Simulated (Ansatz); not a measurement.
## Bi2Pd: pressure against volume, fitted

```xyz
3
Lattice="-1.6810 1.6810 6.4915 1.6810 -1.6810 6.4915 1.6810 1.6810 -6.4915" Properties=species:S:1:pos:R:3 pbc="T T T"
Bi    0.0000    0.0000    4.7128
Bi    0.0000    0.0000    8.2702
Pd    0.0000    0.0000    0.0000
```

Atom numbers follow the list: Bi1, Bi2, Pd3.

Conventional cell: a = 3.362 Å, b = 3.362 Å, c = 12.983 Å, α = 90.00°, β = 90.00°, γ = 90.00°. Bi (atom 1) is surrounded by 4 Pd at 2.97 Å and 4 Bi at 3.36 Å. Around Pd (atom 3) lie 8 Bi at 2.97 Å and 4 Pd at 3.36 Å.

The cell is COD entry 9012857, as deposited and not checked against the literature; nothing was relaxed.

Spin polarisation is left out, and whether a magnetic state lies lower isn't shown here.

Spin–orbit coupling is left out, though it moves levels of the heavy atoms by tenths of an eV or more.

Method: DFT, PBEsol, all-electron LAPW, scalar-relativistic (Ansatz 0.2.0).

Sampling and basis: a Γ-centred 15×15×15 k mesh, Fermi–Dirac smearing of 0.08 eV, basis error target 1 meV/atom, no spin polarisation.

The cell is scaled evenly. Fractional coordinates are held (clamped ions).

| V (Å³/atom) | P (GPa) |
| --- | --- |
| 22.990 | 4.85 |
| 23.480 | 2.58 |
| 23.969 | 0.56 |
| 24.213 | -0.36 |
| 24.458 | -1.23 |
| 24.702 | -2.04 |
| 24.947 | -2.81 |
| 25.436 | -4.22 |

Q: Fit a third-order Birch–Murnaghan curve to the pressures.

A: P = (3B0/2)(y^(7/2) − y^(5/2))[1 + (3/4)(B0′ − 4)(y − 1)] with y = (V0/V)^(2/3) fits within 0.01 GPa for V0 = 24.116 Å³/atom, B0 = 90.2 GPa and B0′ = 4.91.

Q: Predict the pressure at the withheld volume, 25.925 Å³/atom.

A: There y = 0.9529, so the fit gives -5.47 GPa; the run gave -5.47 GPa.
